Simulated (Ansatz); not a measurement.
# Li, one cell by several methods

```
Li
1.0
     3.14211    0.00000    0.00000
    -1.57106    2.72115    0.00000
     0.00000    0.00000    5.09300
Li
2
Direct
  0.33333 0.66667 0.25000
  0.66667 0.33333 0.75000
```

Atom numbers follow the list: Li1, Li2.

The cell is a measured one (Crystallography Open Database entry 9011003); the temperature and pressure of the measurement aren't taken into account, and nothing was relaxed. The listed cell was then made from it by scaling, straining or moving an atom.

Levels of theory: DFT, PBEsol, PAW with Ansatz's default frozen-core files, scalar-relativistic (Ansatz 0.2.0); DFT, PBEsol, all-electron LAPW, scalar-relativistic (Ansatz 0.2.0).

For PAW: a Γ-centred 15×15×8 k mesh, Fermi–Dirac smearing of 0.03 eV, cutoff 420 eV, no spin polarisation; the PAW files were made with PBE, and the program remakes their frozen cores for this functional. LAPW targets a basis error of 0.25 meV/atom. The Ansatz runs share mesh, smearing and spin set-up. Plane-wave (PAW) pressures include the program's estimate of the Pulay term.

Stress and pressure are positive in compression.

The change that made this cell: equal xx and yy strain of +1 %.

PAW results:

```tsv
quantity	PAW
pressure (GPa)	-0.90
stress xx (GPa)	-0.97
stress zz (GPa)	-0.76
```

Q: What does LAPW (all electrons) give for the same quantities?

A: 
| quantity | LAPW |
| --- | --- |
| pressure (GPa) | -0.90 |
| stress xx (GPa) | -0.97 |
| stress zz (GPa) | -0.76 |
